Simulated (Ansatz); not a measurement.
AlNi3 (Cu3Au type)

```xyz
4
Lattice="3.5191 0.0000 0.0000 0.0000 3.5191 0.0000 0.0000 0.0000 3.5191" Properties=species:S:1:pos:R:3 pbc="T T T"
Ni     0.0000     1.7596     1.7596
Ni     1.7596     1.7596     0.0000
Ni     1.7596     0.0000     1.7596
Al     0.0000     0.0000     0.0000
```

The slice is a {210} plane (indices of the conventional cell) through the point (0.000, 0.000, 0.000) (fractional), spanned by u = [100] and v = [021] in vectors of this cell: u (3.52 Å) and v (7.87 Å, at 90° to u). It covers one period; positions are fractions (u, v).

Method: PBEsol (plane waves to 420 eV, PAW, scalar-relativistic; Ansatz, a program for electronic structure). k mesh 13×13×13. Inside the PAW spheres the values are not all-electron values, and peaks at nuclei hang on which shells count as valence. AlNi3 was relaxed with its symmetry unable to fall. Relaxed AlNi3 ends ferromagnetic. Other magnetic orders were not checked, so this need not be the ground state.

Q: Predict the map of the electron localisation function (ELF) on the slice.

A: 
```
|xx  %%%%++++%%%%  |
|**%%@@**----**@@%%|
|%%%%##--::::--##%%|
|--==++::----::++==|
|--::==--::::--==::|
|==--==++----++==--|
|----==++====++==--|
|--==++::----::++==|
|++++--==xxxx==--++|
|++++::++xxxx++::++|
|++++--==xxxx==--++|
|--==++::----::++==|
|----==++====++==--|
|==--==++----++==--|
|--::==--::::--==::|
|--==++::----::++==|
|%%%%##--::::--##%%|
|**%%@@**----**@@%%|
|xx  %%%%++++%%%%  |
|xxxx++%%****%%++xx|
```
Scale: ten equal steps from 0.05 (start of ' ') to 0.50 (end of '@'), in the order ' .:-=+*#%@'. Values: electron localisation function (ELF). The map has 9 points along u (two characters each, u = 0 at the left) and 20 along v (v = 0 in the bottom row). Points within 0.5 Å of a nucleus are blanked (x), as the pseudised field means little there.
